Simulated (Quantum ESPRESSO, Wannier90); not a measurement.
SrPb (Cmcm): Wannier90 run

Cell from Materials Project (mp-21093), symmetrised, no further relaxation. COD (Crystallography Open Database) has an entry of this formula and space group (matched by these alone). Level: PBEsol, no spin polarisation, no spin-orbit coupling; pw.x of Quantum ESPRESSO at 55 Ry with PseudoDojo potentials, 4×4×4 k-points, Wannier90. Density: 10×10×10 mesh, cold smearing 0.01 Ry. Spin-orbit coupling is left out although heavy elements are present.

On the energy scale of pw.x, whose zero is arbitrary, the Fermi level lies at 8.55 eV.

Input w.win:

```
num_bands = 6
num_wann = 6
exclude_bands = 1-2,9-58
num_iter = 1000
conv_tol = 1.0e-6
conv_window = 4
write_hr = true
write_u_matrices = true
auto_projections = true
begin unit_cell_cart
ang
    0.0000000000    0.0000000000    4.6828800000
   -5.1106100000    0.0000000000    0.0000000000
    2.5553050000   -6.1181550000    0.0000000000
end unit_cell_cart
begin atoms_frac
Sr  -0.2500000000  0.1329700000  0.2659400000
Sr   0.2500000000 -0.1329700000 -0.2659400000
Pb  -0.2500000000  0.4161100000 -0.1677800000
Pb   0.2500000000 -0.4161100000  0.1677800000
end atoms_frac
mp_grid = 4 4 4
begin kpoints
0.0000000000 0.0000000000 0.0000000000
0.0000000000 0.0000000000 0.2500000000
0.0000000000 0.0000000000 0.5000000000
... (61 more lines: the 4x4x4 mesh through Gamma)
end kpoints
```

Input of pw2wannier90.x that gives the overlap and projection files (equivalent; here they were cut from one run over all bands):

```
&inputpp
  outdir = './out'
  prefix = 'pwscf'
  seedname = 'w'
  write_amn = .true.
  write_mmn = .true.
  atom_proj = .true.
  atom_proj_exclude = 1 5 6 10 11 12 13 14 15 16 17 18 19 20 21 22 23 24 25 26 27 28
/
```

Output w.wout (banner and timings cut):

```
                                    ------
                                    SYSTEM
                                    ------

                              Lattice Vectors (Ang)
                    a_1     0.000000   0.000000   4.682880
                    a_2    -5.110610   0.000000   0.000000
                    a_3     2.555305  -6.118155   0.000000

                   Unit Cell Volume:     146.42197  (Ang^3)

                        Reciprocal-Space Vectors (Ang^-1)
                    b_1     0.000000   0.000000   1.341735
                    b_2    -1.229439  -0.513487   0.000000
                    b_3     0.000000  -1.026974   0.000000

 *----------------------------------------------------------------------------*
 |   Site       Fractional Coordinate          Cartesian Coordinate (Ang)     |
 +----------------------------------------------------------------------------+
 | sr   1  -0.25000   0.13297   0.26594   |    0.00000  -1.62706  -1.17072    |
 | sr   2   0.25000  -0.13297  -0.26594   |    0.00000   1.62706   1.17072    |
 | pb   1  -0.25000   0.41611  -0.16778   |   -2.55531   1.02650  -1.17072    |
 | pb   2   0.25000  -0.41611   0.16778   |    2.55531  -1.02650   1.17072    |
 *----------------------------------------------------------------------------*
                                ------------
                                K-POINT GRID
                                ------------

             Grid size =  4 x  4 x  4      Total points =   64

 *---------------------------------- MAIN ------------------------------------*
 |  Number of Wannier Functions               :                 6             |
 |  Number of Objective Wannier Functions     :                 6             |
 |  Number of input Bloch states              :                 6             |
 |  Output verbosity (1=low, 5=high)          :                 1             |
 |  Timing Level (1=low, 5=high)              :                 1             |
 |  Optimisation (0=memory, 3=speed)          :                 3             |
 |  Length Unit                               :               Ang             |
 |  Post-processing setup (write *.nnkp)      :                 F             |
 |  Using Gamma-only branch of algorithms     :                 F             |
 *----------------------------------------------------------------------------*
 *------------------------------- WANNIERISE ---------------------------------*
 |  Total number of iterations                :              1000             |
 |  Number of CG steps before reset           :                 5             |
 |  Trial step length for line search         :             2.000             |
 |  Convergence tolerence                     :         0.100E-05             |
 |  Convergence window                        :                 4             |
 |  Iterations between writing output         :                 1             |
 |  Iterations between backing up to disk     :               100             |
 |  Write r^2_nm to file                      :                 F             |
 |  Write xyz WF centres to file              :                 F             |
 |  Write on-site energies <0n|H|0n> to file  :                 F             |
 |  Use guiding centre to control phases      :                 F             |
 |  Use phases for initial projections        :                 F             |
 *----------------------------------------------------------------------------*
 *-------------------------------- PLOTTING ----------------------------------*
 |  Plotting Hamiltonian in WF basis          :                 T             |
 *----------------------------------------------------------------------------*

 *---------------------------------- K-MESH ----------------------------------*
 +----------------------------------------------------------------------------+
 |                    Distance to Nearest-Neighbour Shells                    |
 |                    ------------------------------------                    |
 |          Shell             Distance (Ang^-1)          Multiplicity         |
 |          -----             -----------------          ------------         |
 |             1                   0.256743                      2            |
 |             2                   0.333091                      4            |
 |             3                   0.335434                      2            |
 |             4                   0.422413                      4            |
 |             5                   0.472721                      8            |
 |             6                   0.492731                      4            |
 |             7                   0.513487                      2            |
 |             8                   0.596070                      8            |
       ... (lines left out)
 +----------------------------------------------------------------------------+
 | The b-vectors are chosen automatically                                     |
 | The following shells are used:                       1,  2,  3             |
 +----------------------------------------------------------------------------+
 |                        Shell   # Nearest-Neighbours                        |
 |                        -----   --------------------                        |
 |                          1               2                                 |
 |                          2               4                                 |
 |                          3               2                                 |
 +----------------------------------------------------------------------------+
 | Completeness relation is fully satisfied [Eq. (B1), PRB 56, 12847 (1997)]  |
 +----------------------------------------------------------------------------+
 |                  b_k Vectors (Ang^-1) and Weights (Ang^2)                  |
 |                  ----------------------------------------                  |
 |            No.         b_k(x)      b_k(y)      b_k(z)        w_b           |
 |            ---        --------------------------------     --------        |
 |             1         0.000000   -0.256743    0.000000     6.262102        |
 |             2         0.000000    0.256743    0.000000     6.262102        |
 |             3        -0.307360   -0.128372    0.000000     2.646341        |
 |             4        -0.307360    0.128372    0.000000     2.646341        |
 |             5         0.307360    0.128372    0.000000     2.646341        |
 |             6         0.307360   -0.128372    0.000000     2.646341        |
 |             7         0.000000    0.000000    0.335434     4.443818        |
 |             8         0.000000    0.000000   -0.335434     4.443818        |
 +----------------------------------------------------------------------------+
 |                           b_k Directions (Ang^-1)                          |
 |                           -----------------------                          |
 |            No.           x           y           z                         |
 |            ---        --------------------------------                     |
 |             1         0.000000   -0.256743    0.000000                     |
 |             2        -0.307360   -0.128372    0.000000                     |
 |             3        -0.307360    0.128372    0.000000                     |
 |             4         0.000000    0.000000    0.335434                     |
 +----------------------------------------------------------------------------+

 Starting a new Wannier90 calculation ...

 Reading overlaps from w.mmn

 Reading projections from w.amn

 *------------------------------- WANNIERISE ---------------------------------*
 +--------------------------------------------------------------------+<-- CONV
 | Iter  Delta Spread     RMS Gradient      Spread (Ang^2)            |<-- CONV
 +--------------------------------------------------------------------+<-- CONV

 ------------------------------------------------------------------------------
 Initial State
  WF centre and spread    1  (  0.000000, -1.621547, -1.170720 )     0.90981635
  WF centre and spread    2  ( -0.000000, -1.613555, -1.170720 )     0.96056018
  WF centre and spread    3  (  0.000000, -1.641692, -1.170720 )     0.92353525
  WF centre and spread    4  ( -0.000000,  1.621547,  1.170720 )     0.90981635
  WF centre and spread    5  (  0.000000,  1.613555,  1.170720 )     0.96056018
  WF centre and spread    6  ( -0.000000,  1.641692,  1.170720 )     0.92353525
  Sum of centres and spreads ( -0.000000, -0.000000, -0.000000 )     5.58782358

      0     0.559E+01     0.0000000000        5.5878235758  <-- CONV
        O_D=      0.0000966 O_OD=      0.0043614 O_TOT=      5.5878236 <-- SPRD
 ------------------------------------------------------------------------------
      1    -0.427E-05     0.0033888185        5.5878193090  <-- CONV
        O_D=      0.0000960 O_OD=      0.0043578 O_TOT=      5.5878193 <-- SPRD
      2    -0.846E-06     0.0013918300        5.5878184632  <-- CONV
        O_D=      0.0000960 O_OD=      0.0043569 O_TOT=      5.5878185 <-- SPRD
      3    -0.235E-06     0.0007531354        5.5878182285  <-- CONV
        O_D=      0.0000960 O_OD=      0.0043567 O_TOT=      5.5878182 <-- SPRD
      4    -0.515E-07     0.0004091815        5.5878181770  <-- CONV
        O_D=      0.0000960 O_OD=      0.0043567 O_TOT=      5.5878182 <-- SPRD
      5    -0.561E-08     0.0001348881        5.5878181714  <-- CONV
        O_D=      0.0000960 O_OD=      0.0043567 O_TOT=      5.5878182 <-- SPRD
             <<<     Delta < 1.000E-06  over  4 iterations     >>>
             <<< Wannierisation convergence criteria satisfied >>>
 Final State
  WF centre and spread    1  (  0.000000, -1.621548, -1.170720 )     0.90980630
  WF centre and spread    2  ( -0.000000, -1.613554, -1.170720 )     0.96056224
  WF centre and spread    3  (  0.000000, -1.641692, -1.170720 )     0.92354054
  WF centre and spread    4  ( -0.000000,  1.621548,  1.170720 )     0.90980630
  WF centre and spread    5  (  0.000000,  1.613554,  1.170720 )     0.96056224
  WF centre and spread    6  ( -0.000000,  1.641692,  1.170720 )     0.92354054
  Sum of centres and spreads ( -0.000000, -0.000000, -0.000000 )     5.58781817

         Spreads (Ang^2)       Omega I      =     5.583365550
        ================       Omega D      =     0.000095957
                               Omega OD     =     0.004356665
    Final Spread (Ang^2)       Omega Total  =     5.587818171
```
